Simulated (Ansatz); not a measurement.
Relaxed-ion elastic tensor of Y (hcp (Mg type), P6_3/mmc) in GPa (Voigt order), the program Ansatz at the PBEsol level (PAW); density 4.72 g/cm³, 31.30 Å³ per atom.

```json
[
 {"": "1", "1": "77.3", "2": "25.3", "3": "23.6", "4": "0.0", "5": "0.0", "6": "0.0"},
 {"": "2", "1": "25.3", "2": "77.3", "3": "23.6", "4": "0.0", "5": "0.0", "6": "0.0"},
 {"": "3", "1": "23.6", "2": "23.6", "3": "83.9", "4": "0.0", "5": "0.0", "6": "0.0"},
 {"": "4", "1": "0.0", "2": "0.0", "3": "0.0", "4": "26.3", "5": "0.0", "6": "0.0"},
 {"": "5", "1": "0.0", "2": "0.0", "3": "0.0", "4": "0.0", "5": "26.3", "6": "0.0"},
 {"": "6", "1": "0.0", "2": "0.0", "3": "0.0", "4": "0.0", "5": "0.0", "6": "26.0"}
]
```

Q: Is the crystal mechanically stable?

A: Yes: the smallest eigenvalue of C is 26.0 GPa.

Q: Work out the Voigt, Reuss and Hill averages.

A: K_V = 42.6, K_R = 42.6, K_H = 42.6; G_V = 26.8, G_R = 26.7, G_H = 26.7 GPa.

Q: Give Young's modulus, Poisson's ratio, Pugh's ratio and the universal anisotropy index.

A: E = 9KG/(3K + G) = 66.3 GPa; ν = 0.24; K/G = 1.59 (brittle by the Pugh limit of 1.75); A_U = 5G_V/G_R + K_V/K_R − 6 = 0.01.

Q: Estimate the sound speeds and the Debye temperature.

A: v_l = √((K + 4G/3)/ρ) = 4070 m/s, v_t = √(G/ρ) = 2380 m/s, mean 2640 m/s; Θ = (h/k)(3n/4πV)^(1/3) v_m = 249 K.

Q: How much does each axis shrink under pressure?

A: Linear compressibilities β_i = Σ_j S_ij (j = 1 to 3): x 8.0, y 8.0, z 7.4 per TPa.

The PBEsol relaxation kept the symmetry of its start. The run is not spin-polarised. As this level gives no gap, shear constants depend on the k-mesh and smearing (Fermi–Dirac, 0.1 eV here). On the denser mesh and wider smearing of the elastic run this cell carries a stress of 0.4 GPa.

Potentials: the later of the program's two PAW sets.
